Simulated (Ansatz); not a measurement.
**Structure relaxation, CsCl**

The start is a generated cell, CsCl built in the NiAs structure type. The cell and all atomic positions are relaxed at zero pressure with r2SCAN (plane waves to 500 eV, PAW, scalar-relativistic; Ansatz, a quantum-chemistry and plane-wave program). First-step values are on the input's coarse k-mesh.

Ansatz input (later rounds restart from its end on a renewed k-mesh):
Ansatz 0.2 input:
```yaml
crystal:
  lattice:
    - [5.2519981, 0, 0]
    - [-2.6259991, 4.5483638, 0]
    - [0, 0, 7.32]
  atoms:
    - { symbol: Cs, position: [0, 0, 0] }
    - { symbol: Cs, position: [0, 0, 0.5] }
    - { symbol: Cl, position: [0.33333333, 0.66666667, 0.25] }
    - { symbol: Cl, position: [0.66666667, 0.33333333, 0.75] }
basis: { ecutwfc: 500, ecutrho_ratio: 4, xc_grid: 4, fft_grid_basis: typed }
kpoints: { mp_grid: { grid: [5, 5, 3] } }
hamiltonian:
  xc: r2scan
  dispersion: none
  pseudopotentials: { kind: paw }
scf: { occupations: { method: fermi_dirac, width: 0.05 } }
relax: { f_tol: 0.01, max_steps: 100, cell: { stress_tol: 0.02 } }
output: { forces: true, stress: true }
```

Q: How much energy is released per atom?

A: 0.074 eV/atom.

Q: How does the volume change?

A: -2.0 %, from 43.72 to 42.82 Å³/atom.

Q: How do the shortest distances between atoms change?

A: The closest pairs of elements (up to four, under 3.6 Å), start → end: Cl–Cs 3.54 → 3.50 Å.

Q: What band gap does the relaxed structure have at this level?

A: 5.42 eV, indirect (valence top at K, conduction bottom at Γ) (no spin-orbit coupling).

The space group stays P6₃/mmc (No. 194) (the run could not lower it); the end is NiAs type, with 4 atoms in the primitive cell. Final values are on a 8×8×4 k-mesh of the relaxed cell. No spin polarisation in the result.

The run could not lose the symmetry of its start: the end is stationary, and may be a saddle point rather than a minimum.

All atoms sit on sites fixed by symmetry, so only the cell could relax.

The relaxed structure here is a generated cell of CsCl: the first start was made by placing the elements on the sites of a structure type, and the end was not matched to a known phase here, so it may be hypothetical. Known forms of CsCl include space group No. 221.
